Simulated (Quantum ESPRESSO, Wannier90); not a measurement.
# Wannier functions of Ta2O5 (P2/m)

```xyz
7
Lattice="3.8414 0.0000 0.0000 0.0000 3.8627 0.0000 -1.8189 0.0000 6.5290" Properties=species:S:1:pos:R:3 pbc="T T T"
Ta    -0.9667     0.0000    -1.3625
Ta     0.9667     0.0000     1.3625
O     -0.9311     1.9314    -1.3167
O      0.9311     1.9314     1.3167
O      0.9643     0.0000    -0.8447
O     -0.9643     0.0000     0.8447
O      1.0112     0.0000     3.2645
```

Materials Project entry mp-1238961; symmetrised, unrelaxed at this level. Not found in the COD (Crystallography Open Database) copy used, which has the formula in other groups; not checked further. Computed values, not measurements, from PBEsol: Quantum ESPRESSO (norm-conserving PseudoDojo potentials, cutoff 68 Ry, spinors with spin-orbit coupling) on a Γ-centred 4×4×4 mesh, then Wannier90. Density: 8×8×6 mesh, cold smearing 0.01 Ry.

A tight-binding model is made by disentanglement and projection with no localisation steps (num_iter = 0), so the 50 orbitals stay atom-like: hydrogen-like Ta: d; O: p, axes along x, y, z; frozen window up to 3.67 eV relative to the valence-band maximum. It follows pw.x to 2.8 meV rms for states up to 3.2 eV relative to the valence-band maximum. Matrix elements depend on this choice of orbitals and windows.

The 45 largest hoppings ⟨m,0|H|n,R⟩ between different sites (one of each Hermitian pair; signs follow the real orbitals' lobes; the list may end inside a set of equal values):

```tsv
m	n	R	distance of the centres (Å)	t (eV)	Im t (eV)
O7 pz↑	Ta2 dz2↑	0 0 0	1.98	3.616	0.000
O7 pz↓	Ta2 dz2↓	0 0 0	1.98	3.616	0.000
O7 pz↑	Ta1 dz2↑	1 0 1	1.98	-3.616	0.000
O7 pz↓	Ta1 dz2↓	1 0 1	1.98	-3.616	0.000
O3 py↑	Ta1 dx2-y2↑	0 0 0	1.93	-2.983	-0.002
O3 py↓	Ta1 dx2-y2↓	0 0 0	1.93	-2.983	0.002
O4 py↑	Ta2 dx2-y2↑	0 0 0	1.93	-2.983	0.002
O4 py↓	Ta2 dx2-y2↓	0 0 0	1.93	-2.983	-0.002
O3 py↑	Ta1 dx2-y2↑	0 1 0	1.93	2.983	-0.002
O3 py↓	Ta1 dx2-y2↓	0 1 0	1.93	2.983	0.002
O4 py↑	Ta2 dx2-y2↑	0 1 0	1.93	2.983	0.002
O4 py↓	Ta2 dx2-y2↓	0 1 0	1.93	2.983	-0.002
O5 pz↑	Ta2 dz2↑	0 0 0	2.13	-2.567	0.000
O5 pz↓	Ta2 dz2↓	0 0 0	2.13	-2.567	0.000
O6 pz↑	Ta1 dz2↑	0 0 0	2.13	2.567	0.000
O6 pz↓	Ta1 dz2↓	0 0 0	2.13	2.567	0.000
Ta2 dx2-y2↑	O6 px↑	1 0 0	1.99	2.526	0.000
Ta2 dx2-y2↓	O6 px↓	1 0 0	1.99	2.526	0.000
O5 px↑	Ta1 dx2-y2↑	1 0 0	1.99	-2.526	0.000
O5 px↓	Ta1 dx2-y2↓	1 0 0	1.99	-2.526	0.000
O5 px↑	Ta1 dx2-y2↑	0 0 0	2.00	2.503	0.000
O5 px↓	Ta1 dx2-y2↓	0 0 0	2.00	2.503	0.000
O6 px↑	Ta2 dx2-y2↑	0 0 0	2.00	-2.503	0.000
O6 px↓	Ta2 dx2-y2↓	0 0 0	2.00	-2.503	0.000
O7 px↑	Ta2 dxz↑	0 0 0	1.83	-1.984	0.000
O7 px↓	Ta2 dxz↓	0 0 0	1.83	-1.984	0.000
O7 px↑	Ta1 dxz↑	1 0 1	1.83	1.984	0.000
O7 px↓	Ta1 dxz↓	1 0 1	1.83	1.984	0.000
O7 py↑	Ta2 dyz↑	0 0 0	1.91	-1.864	0.000
O7 py↓	Ta2 dyz↓	0 0 0	1.91	-1.864	0.000
O7 py↑	Ta1 dyz↑	1 0 1	1.91	1.864	0.000
O7 py↓	Ta1 dyz↓	1 0 1	1.91	1.864	0.000
O3 pz↑	Ta1 dyz↑	0 0 0	1.93	-1.788	0.000
O3 pz↓	Ta1 dyz↓	0 0 0	1.93	-1.788	0.000
O4 pz↑	Ta2 dyz↑	0 0 0	1.93	-1.788	0.000
O4 pz↓	Ta2 dyz↓	0 0 0	1.93	-1.788	0.000
O3 pz↑	Ta1 dyz↑	0 1 0	1.93	1.788	0.000
O3 pz↓	Ta1 dyz↓	0 1 0	1.93	1.788	0.000
O4 pz↑	Ta2 dyz↑	0 1 0	1.93	1.788	0.000
O4 pz↓	Ta2 dyz↓	0 1 0	1.93	1.788	0.000
O3 px↑	Ta1 dxy↑	0 0 0	1.93	-1.787	0.001
O3 px↓	Ta1 dxy↓	0 0 0	1.93	-1.787	-0.001
O4 px↑	Ta2 dxy↑	0 0 0	1.93	-1.787	-0.001
O4 px↓	Ta2 dxy↓	0 0 0	1.93	-1.787	0.001
O3 px↑	Ta1 dxy↑	0 1 0	1.93	1.787	0.001
```
